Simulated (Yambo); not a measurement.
Yambo run on SrAgO₂ (space group C2/m, No. 12). The wavefunctions are PBEsol (pw.x of Quantum ESPRESSO, ONCV potentials, scalar-relativistic) ones on a 2×2×4 mesh (41 occupied bands); a = 5.982 Å, b = 5.982 Å, c = 3.589 Å, α = 90.44°, β = 90.44°, γ = 105.64°.

Yambo input:

```
rim_cut
gw0
dyson
el_el_corr
HF_and_locXC
ppa
em1d
RandQpts= 1000000
RandGvec= 1 Ry
EXXRLvcs= 84 Ry
VXCRLvcs= 336 Ry
Chimod= "HARTREE"
% BndsRnXp
 9 | 197 |
%
NGsBlkXp= 7 Ry
% LongDrXp
 1.0 | 1.0 | 1.0 |
%
PPAPntXp= 40 eV
% GbndRnge
 1 | 197 |
%
GTermKind= "BG"
DysSolver= "n"
ExtendOut
% QPkrange
 6 | 6 | 41 | 42 |
 9 | 9 | 41 | 41 |
%
```

k points by index: 6 = (0, -0.5, -0.5), 9 = (-0.5, -0.5, -0.5).

Table of the .qp output:

```
#    K-point    Band    Eo [eV]    E [eV]    E-Eo [eV]    Vxc [eV]    Vnlxc [eV]    Sc|Eo [eV]    Sc|E [eV]    dSc/dw|Eo [eV]    Re(Z)    Im(Z)
#
    6    41    -0.041645    -0.233516    -0.191871    -21.51192    -25.58948    3.831846    3.885690    -7.632430    0.780951    -0.001217
    6    42    0.895696    1.485528    0.589832    -21.02667    -18.63607    -1.639956    -1.800762    -7.418112    0.785784    -0.001255
    9    41    0.000000    -0.256716    -0.256716    -20.82978    -24.72709    3.571771    3.640594    -7.292408    0.788647    -0.001201
```
(The two width columns are left out.) Convergence of these settings isn't established.

Spin-orbit coupling is not included.

Geometry of the Materials Project entry, not relaxed at this level.

The structure is a Materials Project entry; no match was found in the copy of COD used, and its stability was not checked.
